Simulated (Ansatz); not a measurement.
AuBr:
Space group I4₁/amd, origin choice 1 (No. 141); a = 7.1598 Å, b = 7.1598 Å, c = 9.1980 Å, α = 90.00°, β = 90.00°, γ = 90.00°

```
atom  site  symmetry       x       y       z
----  ----  --------  ------  ------  ------
Au      8c     .2/m.  0.0000  0.2500  0.1250
Br      8e      2mm.  0.0000  0.0000  0.3029
```
(The calculation used a cell of 8 atoms; values per cell refer to that cell.)

Relaxed with r²SCAN.

Question: Tabulate the valence density and the electron localisation function along the shortest Au–Br contact (2.43 Å), r²SCAN in the plane-wave PAW code Ansatz.

Answer: 

| distance from Au (Å) | density (e/Å³) | ELF |
|---|---|---|
| 0.24 | 12.58 | 0.73 |
| 0.36 | 10.18 | 0.67 |
| 0.49 | 7.61 | 0.60 |
| 0.61 | 5.20 | 0.52 |
| 0.73 | 3.19 | 0.41 |
| 0.85 | 1.68 | 0.30 |
| 0.97 | 0.90 | 0.23 |
| 1.09 | 0.68 | 0.24 |
| 1.21 | 0.62 | 0.38 |
| 1.33 | 0.69 | 0.62 |
| 1.46 | 0.82 | 0.79 |
| 1.58 | 1.00 | 0.85 |
| 1.70 | 1.15 | 0.82 |
| 1.82 | 1.15 | 0.64 |
| 1.94 | 0.96 | 0.28 |
| 2.06 | 0.64 | 0.04 |
| 2.18 | 0.32 | 0.00 |

The density is the valence pseudo-density with augmentation charge, so density and ELF within about 1 Å of a nucleus are not all-electron values.

Space group I4_1/amd. The workflow started from an entry of the Crystallography Open Database (COD), which files this formula under 2 space groups. Whether it is the stable phase at ambient conditions was not checked. The cell was relaxed with r²SCAN under the symmetry of its start; whether a distortion lowers the energy is not shown. Spin–orbit coupling is left out wherever it is not named.

Potentials: the later of the program's two PAW sets.
